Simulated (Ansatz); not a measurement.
K₂MoCl₆ in space group Fm-3m (No. 225; Mo on 4a, Cl on 24e, K on 8c) under volume change, DFT-r²SCAN in the program Ansatz with PAW potentials, shape and atoms relaxed at each volume.

```csv
V (Å³/atom),E − E(relaxed) (meV/atom),P (GPa)
23.688,15.4,2.38
24.469,6.3,1.39
25.250,1.4,0.62
26.031,0.0,0.00
26.811,1.2,-0.47
27.592,4.5,-0.85
28.373,9.4,-1.14
```

### Question
What does a third-order Birch–Murnaghan fit give for V₀, B₀ and B′?

### Answer
V₀ = 26.04 Å³/atom, B₀ = 18.1 GPa, B′ = 7.0.

The workflow started from an entry of the Crystallography Open Database (COD). Whether it is the stable phase at ambient conditions was not checked. Symmetry was held in the r²SCAN relaxation; whether a distortion lowers the energy is not shown. The run is not spin-polarised.

Potentials: the later of the program's two PAW sets.
